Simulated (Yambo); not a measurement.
G0W0@PBEsol for Ca₂FeH₆ (space group Fm-3m, No. 225) in Yambo. Reference settings: 4×4×4 Γ-centred k mesh, bands 5 to 161 and a 8 Ry block in the screening, 161 bands in G with the Bruneval-Gonze terminator, plasmon pole fitted at 27.2 eV. The PBEsol gap W → X on this mesh is 1.27 eV; G0W0 gaps are taken between the same points.

The settings were changed. The gap went from 2.48 eV to 2.47 eV, and the shift of the valence edge from -0.10 eV to 0.00 eV.

Question: Name the change that produced these shifts.
(A) 63 bands in G
(B) no terminator
(C) 76 bands in W
(D) 2 Ry block

Answer: C, 76 bands in W. The others gave (gap, valence shift): no terminator: 2.46, 0.09 eV; 63 bands in G: 2.49, -0.12 eV; 2 Ry block: 2.87, -0.18 eV.

Geometry of the Materials Project entry, not relaxed at this level; primitive cell a = b = c = 4.9442 Å, α = β = γ = 60.00°.

The structure is a Materials Project entry; no match was found in the copy of COD used, and its stability was not checked.

The runs are not spin-polarised; magnetic order was not tried.

A shift is the quasiparticle energy of the state minus its PBEsol energy.
